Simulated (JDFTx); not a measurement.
An input for a modified build of JDFTx (Ti3Al(1 0 -1 0), linear PCM (GLSSA13), water, 2 M NaCl; bohr, hartree) and the course of its log:

```
lattice \
  8.7504713064 0.0000000000 0.0000000000 \
  0.0000000000 10.8615786764 0.0000000000 \
  0.0000000000 0.0000000000 42.7078104165
coords-type Lattice
ion Al 0.7500000000 0.3903045130 -0.1427436413 0
ion Al 0.2500000000 0.8903045130 -0.0734167280 0
ion Al 0.7500000000 0.8903045130 0.0734167280 0
ion Al 0.2500000000 0.3903045130 0.1427436413 0
ion Ti 0.7500000000 0.8903045130 -0.1401829880 0
ion Ti 0.2500000000 0.3903045130 -0.0749293320 0
ion Ti 0.7500000000 0.1351537630 -0.0374646660 0
ion Ti 0.7500000000 0.6454552630 -0.0374646660 0
ion Ti 0.2500000000 0.6454552630 0.0374646660 0
ion Ti 0.2500000000 0.1351537630 0.0374646660 0
ion Ti 0.7500000000 0.3903045130 0.0749293320 0
ion Ti 0.2500000000 0.8903045130 0.1401829880 0
ion-species pseudo/al_pbe_v1.upf
ion-species pseudo/ti_pbe_v1.4.upf
elec-cutoff 20 100
elec-ex-corr gga-PBE
coulomb-interaction Slab 001
coulomb-truncation-embed 0 0 0
kpoint-folding 6 4 1
elec-smearing Fermi 0.01
elec-n-bands 72
electronic-scf nIterations 100 energyDiffThreshold 1e-08
fluid LinearPCM
pcm-variant GLSSA13
fluid-solvent H2O
fluid-cation Na+ 2
fluid-anion Cl- 2
fluid-minimize nIterations 400 knormThreshold 1e-12
wavefunction read vac.wfns
elec-initial-eigenvals vac.eigenvals
dump-name f0.$VAR
dump End State Ecomponents EigStats BandEigs Forces ElecDensity IonicPositions Fillings Kpoints Dtot FluidDebug BoundCharge FluidDensity
```

```
[one cycle in 5 is shown, and the last three; fluid-solver lines are left out]
	FillingsUpdate:  mu: -0.127946660  nElectrons: 108.000000
SCF: Cycle:  0   F: -474.850941236354572   dF: +3.973e-02   |Residual|: 8.053e-02   |deigs|: 5.546e-04
	FillingsUpdate:  mu: -0.111157180  nElectrons: 108.000000
SCF: Cycle:  5   F: -474.903757781899685   dF: -2.225e-03   |Residual|: 2.732e-02   |deigs|: 6.317e-03
	FillingsUpdate:  mu: -0.075436251  nElectrons: 108.000000
SCF: Cycle: 10   F: -474.917388836298926   dF: +6.998e-04   |Residual|: 3.142e-02   |deigs|: 1.140e-02
	FillingsUpdate:  mu: -0.069429155  nElectrons: 108.000000
SCF: Cycle: 15   F: -474.915064596972968   dF: -2.942e-03   |Residual|: 4.070e-02   |deigs|: 3.197e-04
	FillingsUpdate:  mu: -0.068747102  nElectrons: 108.000000
SCF: Cycle: 20   F: -474.924009523145287   dF: +4.233e-05   |Residual|: 1.365e-02   |deigs|: 3.050e-03
	FillingsUpdate:  mu: -0.065914508  nElectrons: 108.000000
SCF: Cycle: 25   F: -474.925119708857380   dF: -3.156e-05   |Residual|: 1.164e-03   |deigs|: 2.512e-04
	FillingsUpdate:  mu: -0.066796146  nElectrons: 108.000000
SCF: Cycle: 30   F: -474.925190963187163   dF: +2.909e-07   |Residual|: 9.996e-04   |deigs|: 3.182e-04
	FillingsUpdate:  mu: -0.067228585  nElectrons: 108.000000
SCF: Cycle: 35   F: -474.925167179908271   dF: +1.711e-05   |Residual|: 1.390e-03   |deigs|: 8.503e-05
	FillingsUpdate:  mu: -0.066809776  nElectrons: 108.000000
SCF: Cycle: 40   F: -474.925267823136721   dF: -2.242e-05   |Residual|: 1.394e-03   |deigs|: 1.313e-04
	FillingsUpdate:  mu: -0.066833605  nElectrons: 108.000000
SCF: Cycle: 45   F: -474.925285015512884   dF: -4.461e-06   |Residual|: 1.223e-03   |deigs|: 3.289e-05
	FillingsUpdate:  mu: -0.067305307  nElectrons: 108.000000
SCF: Cycle: 50   F: -474.925164760965743   dF: +9.985e-07   |Residual|: 8.401e-04   |deigs|: 1.073e-04
	FillingsUpdate:  mu: -0.066748512  nElectrons: 108.000000
SCF: Cycle: 55   F: -474.925180392142011   dF: -2.701e-05   |Residual|: 1.075e-03   |deigs|: 5.431e-04
	FillingsUpdate:  mu: -0.067284311  nElectrons: 108.000000
SCF: Cycle: 60   F: -474.925144855994404   dF: +1.871e-05   |Residual|: 1.593e-03   |deigs|: 3.048e-04
	FillingsUpdate:  mu: -0.067454540  nElectrons: 108.000000
SCF: Cycle: 65   F: -474.925114595036064   dF: -7.127e-06   |Residual|: 2.389e-03   |deigs|: 4.057e-05
	FillingsUpdate:  mu: -0.066628129  nElectrons: 108.000000
SCF: Cycle: 70   F: -474.925207692673951   dF: -1.482e-06   |Residual|: 9.372e-04   |deigs|: 2.746e-05
	FillingsUpdate:  mu: -0.066557102  nElectrons: 108.000000
SCF: Cycle: 75   F: -474.925196223192359   dF: +1.028e-04   |Residual|: 9.928e-04   |deigs|: 3.594e-04
	FillingsUpdate:  mu: -0.067335396  nElectrons: 108.000000
SCF: Cycle: 80   F: -474.925145845013162   dF: -2.593e-06   |Residual|: 1.751e-03   |deigs|: 2.441e-05
	FillingsUpdate:  mu: -0.066588485  nElectrons: 108.000000
SCF: Cycle: 85   F: -474.925214038685681   dF: -3.296e-05   |Residual|: 7.232e-04   |deigs|: 3.531e-04
	FillingsUpdate:  mu: -0.065393043  nElectrons: 108.000000
SCF: Cycle: 90   F: -474.925996519883938   dF: -2.485e-05   |Residual|: 5.682e-03   |deigs|: 4.374e-05
	FillingsUpdate:  mu: -0.067014767  nElectrons: 108.000000
SCF: Cycle: 95   F: -474.925166965219262   dF: +9.523e-06   |Residual|: 1.809e-03   |deigs|: 1.887e-04
	FillingsUpdate:  mu: -0.067389007  nElectrons: 108.000000
SCF: Cycle: 97   F: -474.925120790158417   dF: +2.983e-05   |Residual|: 2.974e-03   |deigs|: 1.690e-04
	FillingsUpdate:  mu: -0.067225538  nElectrons: 108.000000
SCF: Cycle: 98   F: -474.925155658331903   dF: -3.487e-05   |Residual|: 1.811e-03   |deigs|: 1.615e-04
	FillingsUpdate:  mu: -0.067264927  nElectrons: 108.000000
SCF: Cycle: 99   F: -474.925148806153743   dF: +6.852e-06   |Residual|: 2.074e-03   |deigs|: 4.001e-05
SCF: None of the convergence criteria satisfied after 100 iterations.
IonicMinimize: Iter:   0  F: -474.925148806153743  |grad|_K:  0.000e+00
IonicMinimize: Converged (|grad|_K<1.000000e-04).
```

This run gave no converged result. The electronic loop ended without meeting its threshold, so the last energy, levels and forces aren't results.
